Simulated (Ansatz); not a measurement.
# LiPb at 15 GPa (stress–strain coefficients): relaxed-ion elastic tensor

All numbers below come from Ansatz, DFT LDA, scalar-relativistic, plane waves, PAW. Plane waves to 420 eV; Γ-centred k mesh 14×14×14; Fermi-Dirac smearing of 0.15 eV. No spin polarisation.

The cell, relaxed at 15 GPa:
```
Li Pb
1.0
     2.27029    1.31075    1.85368
    -2.27029    1.31075    1.85368
     0.00000   -2.62150    1.85368
Li Pb
1 1
Direct
  0.50000 0.50000 0.50000
  0.00000 0.00000 0.00000
```

In a metal, frequencies and elastic constants depend on the k mesh and the smearing, soft modes and shear constants most. Spin–orbit coupling is left out, which can shift energies with elements as heavy as these. Other phases may be more stable at this pressure.

Task: Give the relaxed-ion elastic constants (GPa, Voigt order xx yy zz yz xz xy, on the axes of the cell above).

Result:
C11 = 141.9, C12 = 76.9, C13 = 81.5, C14 = 6.5, C22 = 141.9, C23 = 81.5, C24 = -6.5, C33 = 137.3, C44 = 37.0, C55 = 37.0, C56 = 6.5, C66 = 32.5 GPa; the others vanish.

Task: Is the crystal stable against homogeneous strain?

Result: Yes: the least eigenvalue of the tensor is 27.9 GPa.

Task: And the moduli of a polycrystal (Hill averages)?

Result: B = 100 GPa, G = 33 GPa, E = 89 GPa, ν = 0.35.

Cost: 1 run of about 0.93 core-minutes, on Intel Xeon 6975P-C (Granite Rapids) (shared hosts).